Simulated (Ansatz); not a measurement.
# SnSe$_{2}$ (P-3m1), a film clamped to a substrate

Theory: DFT PBE+D3(BJ), scalar-relativistic, plane waves, PAW (Ansatz). The runs took a 420 eV cutoff, a Γ-centred 12×12×6 mesh and Gaussian smearing (0.03 eV). No spin polarisation. Energies are free energies at this smearing, counted from the undisturbed cell; pressure is positive in compression.

The undisturbed cell (relaxed at this level):

```yaml
crystal:
  lattice:
    - [3.83905, 0.00000, 0.00000]
    - [-1.91952, 3.32471, 0.00000]
    - [0.00000, 0.00000, 6.01163]
  atoms:
    - { symbol: Sn, position: [0.00000, 0.00000, 0.00000] }
    - { symbol: Se, position: [0.33333, 0.66667, 0.26515] }
    - { symbol: Se, position: [0.66667, 0.33333, 0.73485] }
```

The cell (3 atoms, V0 = 76.73 Å³) is strained by p along both x and y and by q along z, fractional coordinates fixed. τp = (1/V0) ∂E/∂p = (σxx + σyy)(1 + p)(1 + q) and τq = (1/V0) ∂E/∂q = σzz(1 + p)², with tension positive.

```
     p q  ΔE (meV/atom)  τp (GPa)  τq (GPa)
 0.000   0.000           0.00     -0.03      0.01
-0.025   0.000          16.49     -8.53     -2.54
 0.025   0.000          14.11      6.85      2.15
 0.000  -0.025           5.53     -2.58     -2.81
 0.000   0.025           5.36      2.11      2.64
```

Q: Get the second derivatives of the energy density.

A: Central differences give A = ∂τp/∂p = 308 GPa (C11 + C22 + 2 C12), C = ∂τq/∂q = 109 GPa (C33) and the cross term B = ∂τq/∂p = 94 GPa (C13 + C23); ∂τp/∂q = 94 GPa must equal B, and any difference shows higher-order terms. The ions are clamped.

Q: A film of this crystal grows with z along the normal on a substrate that imposes p. How does its thickness respond, and what does the misfit cost?

A: Count p and q from the stress-free cell. A free surface needs τq = 0, so q = −(B/C) p = -0.86 p. The energy density left is (A − B²/C) p²/2 = M p², with the biaxial modulus M = 113 GPa; a misfit of 1 % costs 1.81 meV/atom, against 2.46 meV/atom if the thickness were held.

Forces appear on the atoms along this scan, and letting them relax would lower the energy and soften the response. The gap closes along the scan, which can put kinks into the curve.